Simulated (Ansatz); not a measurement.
SrGaSn:
```yaml
crystal:
  lattice:
    - [4.55838, 0.00000, 0.00000]
    - [-2.27919, 3.94767, 0.00000]
    - [0.00000, 0.00000, 18.96256]
  atoms:
    - { symbol: Ga, position: [0.33333, 0.66667, 0.16058] }
    - { symbol: Ga, position: [0.66667, 0.33333, 0.66058] }
    - { symbol: Ga, position: [0.33333, 0.66667, 0.33942] }
    - { symbol: Ga, position: [0.66667, 0.33333, 0.83942] }
    - { symbol: Sr, position: [0.00000, 0.00000, 0.00000] }
    - { symbol: Sr, position: [0.00000, 0.00000, 0.50000] }
    - { symbol: Sn, position: [0.33333, 0.66667, 0.61635] }
    - { symbol: Sn, position: [0.66667, 0.33333, 0.11635] }
    - { symbol: Sn, position: [0.33333, 0.66667, 0.88365] }
    - { symbol: Sn, position: [0.66667, 0.33333, 0.38365] }
    - { symbol: Sr, position: [0.00000, 0.00000, 0.25000] }
    - { symbol: Sr, position: [0.00000, 0.00000, 0.75000] }
```

Relaxed with r²SCAN.

**Question.** Map the electron localisation function on the plane through (0.333, 0.667, 0.161) spanned by u = [0, 0, 1] and v = [1, -1, 0] in lattice vectors, from DFT-r²SCAN in the program Ansatz with PAW potentials.

**Answer.** x is the fraction of u, y of v (the angle between them is 90°; rows are the nearest grid lines); atoms in the plane: Ga at (0.00, 0.00), Ga at (0.50, 0.33), Ga at (0.18, 0.00), Ga at (0.68, 0.33), Sr at (0.84, 0.67), Sr at (0.34, 0.67), Sn at (0.46, 0.00), Sn at (0.96, 0.33), Sn at (0.72, 0.00), Sn at (0.22, 0.33).
```
|9036631502210167410034113420003772012209|
|0135542012210157420043103421014761012210|
|1245543122210047531243002432124751012221|
|3331133333200003643341000343336400002333|
|3201101332100220244410220134442022001233|
|2015620222102672034301672023430167300222|
|0078881011007888101107888101100788810110|
|0284284000028428400028428400002842840000|
|0284284000028428400028428400002842840000|
|0187782000018768300018768200001876820000|
|1058860122105886001104885012100588601221|
|3102201344420220012320110133210022024443|
|4200002433451000013331001333320000145334|
|3420014322356200123234334322321001663223|
|2431034210147610122113554201221015742002|
|2441034200037620122013663100221016741002|
|2441034200037620122013663100221016741002|
|3431035321247510132224554212232115753123|
|5541135533366312455445435434554212664335|
|6642145654565213555654224556555311565456|
|3454354345542126643354113553336631245543|
|1245542122321157531243103532124751013221|
|0136642012210157420043103421014761012210|
|9036631502210167410034113420003772012209|
```
Scale: ten equal steps from 0.001 (start of '0') to 0.986 (end of '9'), in the order '0123456789'; x runs from 0.000 to 1.00, y from 0.000 (bottom) to 1.00 (top).

The density is the valence pseudo-density with augmentation charge, so density and ELF within about 1 Å of a nucleus are not all-electron values.

Space group P6_3/mmc. The workflow started from an entry of the Crystallography Open Database (COD). Its standing as an ambient phase is unchecked. The r²SCAN relaxation kept the symmetry of its start; whether a distortion lowers the energy is not shown. Spin–orbit coupling is left out wherever it is not named.

Potentials: the later of the program's two PAW sets.
